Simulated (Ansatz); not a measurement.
LaN (zinc blende, space group No. 216), the program Ansatz at the PBE level (PAW). The conduction-band minimum lies at Γ, with 1 equivalent valley. Second derivatives d²E/dk² of the lowest band at one valley (eV·Å²), along Cartesian directions:

| direction | d²E/dk² |
|---|---|
| [100] | 19.15 |
| [010] | 19.15 |
| [001] | 19.15 |
| [110] | 19.15 |
| [101] | 19.15 |
| [011] | 19.15 |

Task: Find the principal effective masses, the density-of-states mass and the conductivity mass.

Result: Off-diagonal terms follow from H_xy = H[110] − (H_xx + H_yy)/2, and m*/mₑ = 7.620 eV·Å² over each eigenvalue: 0.40, 0.40, 0.40. One valley's DOS mass (m₁m₂m₃)^(1/3) = 0.40, conductivity mass 3/(Σ 1/mᵢ) = 0.40 mₑ.

Task: What effective density of states Nc follows at 300 K for parabolic valleys?

Result: Nc = 2.509e19 × 1 × (0.40)^(3/2) ≈ 6.3e18 cm⁻³.

Space group F-43m (zinc blende). The start of the workflow was typed in or built on a structure type; neither database checked (COD, Materials Project) lists it. COD files the formula under space group No. 225, so this cell is another polymorph or a model. Whether it is the stable phase at ambient conditions was not checked. The cell was relaxed with PBE under the symmetry of its start; whether a distortion lowers the energy is not shown. Spin–orbit coupling is left out wherever it is not named.

Potentials: the earlier of the program's two PAW sets.

Edges and masses are those of Kohn–Sham bands, whose gap is no quasiparticle gap.
